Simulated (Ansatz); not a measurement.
GaP (zinc blende)

```yaml
crystal:
  lattice:
    - [0.00000, 2.75302, 2.75302]
    - [2.75302, 0.00000, 2.75302]
    - [2.75302, 2.75302, 0.00000]
  atoms:
    - { symbol: P, position: [0.75000, 0.75000, 0.75000] }
    - { symbol: Ga, position: [0.00000, 0.00000, 0.00000] }
```

All values below come from PBE (plane waves to 420 eV, PAW, scalar-relativistic; Ansatz, an electronic-structure program). Harmonic phonons by density-functional perturbation theory on a 8×8×8 k mesh, in cm⁻¹; i marks imaginary ones, q is in fractions of the reciprocal vectors of the cell shown, and the three acoustic modes at Γ are left out. The non-analytic (LO-TO) term is not included, so polar modes at Γ have their transverse values. GaP was relaxed with its symmetry unable to fall.

Does any mode at Γ, L = (0.5, 0.0, 0.0), X = (0.5, 0.5, 0.0) come out imaginary?

No imaginary mode at these points (lowest 80 cm⁻¹ at L = (0.5, 0.0, 0.0)); other wave vectors were not tested.

List the wavenumbers at Γ, L = (0.5, 0.0, 0.0), X = (0.5, 0.5, 0.0), with degeneracies.


```csv
q,wavenumbers (cm⁻¹)
Γ,345 (×3)
"L = (0.5, 0.0, 0.0)","80 (×2), 224, 342 (×2), 352"
"X = (0.5, 0.5, 0.0)","102 (×2), 241, 341 (×2), 349"
```
